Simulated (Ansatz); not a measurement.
A trial cell of TePb was relaxed with r2SCAN (plane waves to 500 eV, PAW, scalar-relativistic; Ansatz, a program for electronic structure).

Before: C2/c (No. 15), mS8; a = 7.965 Å, b = 5.821 Å, c = 8.722 Å, α = γ = 90.00°, β = 99.54°.

After relaxation:

Simulated powder pattern, Cu Kα, λ = 1.54184 Å (kinematic, ideal powder, no thermal factors, no anomalous dispersion; the 24 strongest lines at most, above 1 %, up to 2θ = 90°):

```
2θ (°)  I/Imax (%)
------  ----------
23.58           11
27.29          100
38.98           78
46.06          6.5
48.24           29
56.31           14
61.89          2.9
63.68           38
70.61           28
75.61          2.3
83.72          9.1
88.52          2.5
```

Problem. Identify the relaxed structure from its pattern: crystal system, space group and cell.

Solution. Cubic, Fm-3m (No. 225), cF8, rock salt type; a = b = c = 6.5350 Å, α = β = γ = 90.00°. Sites: Pb 4b (0.500, 0.500, 0.500); Te 4a (0.000, 0.000, 0.000).

Problem. Index the strongest lines.

Solution. 27.29° (200), 38.98° (220), 48.24° (222), 63.68° (420), 70.61° (422).

No spin polarisation in the result.

The run could not lose the symmetry of its start.
